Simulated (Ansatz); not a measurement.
## Fields on a plane of Sb (A7 type, space group R-3m)

```yaml
crystal:
  lattice:
    - [2.13432, 1.23225, 3.57233]
    - [-2.13432, 1.23225, 3.57233]
    - [0.00000, -2.46450, 3.57233]
  atoms:
    - { symbol: Sb, position: [0.23892, 0.23892, 0.23892] }
    - { symbol: Sb, position: [0.76108, 0.76108, 0.76108] }
```

The slice is a (-1 1 0 4) plane (indices of the conventional cell) through the point (0.761, 0.761, 0.761) (fractional), spanned by u = [1 0 -1] and v = [1 -1 1] in vectors of this cell: u (4.27 Å) and v (6.09 Å, at 90° to u). It covers one period; positions are fractions (u, v).

Atoms on it: Sb at (0.00, 0.48), 0.2 Å off the plane; Sb at (0.00, 0.00). Other atoms lie within 1 Å of the plane.

The numbers are results of PBEsol-D3(BJ) (plane waves to 420 eV, PAW, scalar-relativistic; Ansatz, a program for electronic structure), not measurements. k mesh 13×13×13. Near the nuclei the fields are pseudised (PAW); where an atom keeps semicore shells as valence, they peak there. Sb was relaxed with its symmetry unable to fall. Spin-orbit coupling is left out, though Sb is heavy. The PAW data are Ansatz's earlier set.

| v \ u | 0.00 | 0.18 | 0.35 | 0.53 | 0.71 | 0.88 |
|---|---|---|---|---|---|---|
| 0.88 | x | <0.0 | 7.2 | 8.3 | 5.4 | x |
| 0.75 | 4.8 | 6.7 | 8.5 | 8.8 | 8.1 | 5.8 |
| 0.62 | x | <0.0 | 7.7 | 8.5 | 6.3 | <0.0 |
| 0.50 | x | x | 5.9 | 8.0 | 2.1 | x |
| 0.38 | x | x | 6.9 | 8.4 | 4.5 | x |
| 0.25 | 2.5 | 5.5 | 8.3 | 8.8 | 7.7 | 4.1 |
| 0.12 | x | <0.0 | 7.2 | 8.4 | 5.3 | x |
| 0.00 | x | x | 5.7 | 7.9 | 1.5 | x |

Values: electrostatic potential energy of an electron, from the cell's mean, in eV. Points within 1 Å of a nucleus are blanked (x), as the pseudised field means little there. Values under 0 eV are set to 0. The zero, the cell's mean, hangs on the PAW cores.

```
|99864321111234689|
|87654321111234567|
|65543211111123455|
|44432110000112344|
|33322100000012233|
|33221100000011223|
|33221100000011223|
|33322100000012233|
|54432210000122344|
|76543211111123456|
|88754321111234578|
|99864321111234689|
|99864321111234689|
|88754321111234578|
|76543211001123456|
|55433210000123345|
|44332110000112334|
|33322100000012233|
|43332100000012333|
|44432210000122344|
|65543211001123455|
|87653321111233567|
|99864321111234689|
|99864321111234689|
```
Scale: ten equal steps from -1.54 (start of '0') to 1.20 (end of '9'), in the order '0123456789'. Values: log₁₀ of the valence density in e/Å³. The map has 17 points along u (one character each, u = 0 at the left) and 24 along v (v = 0 in the bottom row). The scale is logarithmic, as a density can span decades between atoms and voids.
